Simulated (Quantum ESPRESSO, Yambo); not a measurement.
HgZnS$_{2}$ (space group R3m, No. 160): one geometry, one set of LDA (pw.x of Quantum ESPRESSO, ONCV potentials, no spin-orbit coupling) orbitals, self-energies from Yambo (4×4×4 Γ-centred k mesh, bands 9 to 182 and a 8 Ry block in the screening, 182 bands in G with the Bruneval-Gonze terminator, plasmon pole fitted at 27.2 eV).

```tsv
level	gap Γ → Γ (eV)
LDA (Quantum ESPRESSO)	0.32
exchange only (Hartree-Fock self-energy on LDA orbitals)	(withheld)
static COHSEX@LDA	1.69
G0W0@LDA, plasmon pole	(withheld)
```

Task: What belongs in the gaps?

Result: 
- exchange only (Hartree-Fock self-energy on LDA orbitals), gap Γ → Γ (eV): 6.99
- G0W0@LDA, plasmon pole, gap Γ → Γ (eV): 1.29

Bare exchange has no screening and gives the widest gap; static COHSEX screens it but leaves out the frequency dependence, which G0W0 restores.

Convergence of the G0W0 settings was not tested.

Geometry relaxed with LDA; primitive cell a = 6.8557 Å, b = 6.8557 Å, c = 6.8557 Å, α = 33.09°, β = 33.09°, γ = 33.09°.

The structure is a Materials Project entry; no match was found in the copy of COD used, and its stability was not checked.
